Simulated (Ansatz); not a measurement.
InSb:
```yaml
crystal:
  lattice:
    - [4.09868, 0.00000, 0.00000]
    - [-2.04934, 3.54956, 0.00000]
    - [0.00000, 0.00000, 3.85372]
  atoms:
    - { symbol: In, position: [0.00000, 0.00000, 0.00000] }
    - { symbol: Sb, position: [0.66667, 0.33333, 0.50000] }
```

Relaxed with PBEsol. Special points in fractions of this cell's reciprocal vectors: Γ (0.000, 0.000, 0.000); M (0.500, 0.000, 0.000); K (0.333, 0.333, 0.000); A (0.000, 0.000, 0.500); L (0.500, 0.000, 0.500); H (0.333, 0.333, 0.500).

Q: List the band energies nearest the Fermi level at these points for PBEsol (plane waves, PAW; program Ansatz).

A: In eV from the Fermi level; about four levels below and three above (degenerate sets whole), none deeper than 8.9 eV; points with the same levels are listed once.

```tsv
k	below	above
Γ	-1.03 -0.93	0.12 0.12 4.10 4.10
M	-6.39 -1.65	0.52 0.95 4.35
K	-6.28 -3.94	1.35 4.02 4.09
A	-7.12	1.36 1.36 3.52
L	-8.16 -4.74 -3.79 -3.08	0.40 2.61 3.46
H	-3.59 -3.54 -1.67 -0.19	7.37 8.94 9.00
```

Space group P-6m2. A made-up cell: these elements were put on the sites of a structure type; neither database checked (COD, Materials Project) lists it. It is not the phase usual at ambient conditions (space group No. 216). The cell keeps a stress of up to 0.2 GPa. The cell was relaxed with PBEsol under the symmetry of its start; of distortions, only those at the zone centre were tested. Spin–orbit coupling is left out wherever it is not named.

Potentials: the later of the program's two PAW sets.
